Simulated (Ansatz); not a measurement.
NiSb:
```yaml
crystal:
  lattice:
    - [3.97416, 0.00000, 0.00000]
    - [-1.98708, 3.44172, 0.00000]
    - [0.00000, 0.00000, 5.15929]
  atoms:
    - { symbol: Ni, position: [0.00000, 0.00000, 0.00000] }
    - { symbol: Ni, position: [0.00000, 0.00000, 0.50000] }
    - { symbol: Sb, position: [0.33333, 0.66667, 0.25000] }
    - { symbol: Sb, position: [0.66667, 0.33333, 0.75000] }
```

Relaxed with PBE. Special points in fractions of this cell's reciprocal vectors: Γ (0.000, 0.000, 0.000); M (0.500, 0.000, 0.000); K (0.333, 0.333, 0.000); A (0.000, 0.000, 0.500); L (0.500, 0.000, 0.500); H (0.333, 0.333, 0.500).

Question: List the band energies nearest the Fermi level at these points for PBE in the plane-wave PAW code Ansatz.

Answer: In eV from the Fermi level; about four levels below and three above (degenerate sets whole), none deeper than 8.9 eV; points with the same levels are listed once.

| k | below | above |
|---|---|---|
| Γ | -2.03 -2.03 -1.27 -1.27 -0.01 | 0.51 0.51 2.37 2.37 |
| M | -1.54 -1.33 -1.26 -0.41 | 1.11 3.40 3.84 |
| K | -1.30 -1.30 -0.59 -0.59 | 0.60 0.60 2.80 |
| A | -2.01 -2.01 -2.01 -2.01 | 0.15 0.15 1.98 1.98 1.98 1.98 |
| L | -1.84 -1.84 -1.74 -1.74 | 0.18 0.18 1.58 1.58 |
| H | -1.37 -1.37 -1.24 -1.24 | 4.12 4.12 7.21 7.21 |

Space group P6_3/mmc (NiAs type). The cell was relaxed with PBE under the symmetry of its start. The workflow began spin-polarised and lost its moments. Spin–orbit coupling is left out wherever it is not named.

Potentials: the later of the program's two PAW sets.
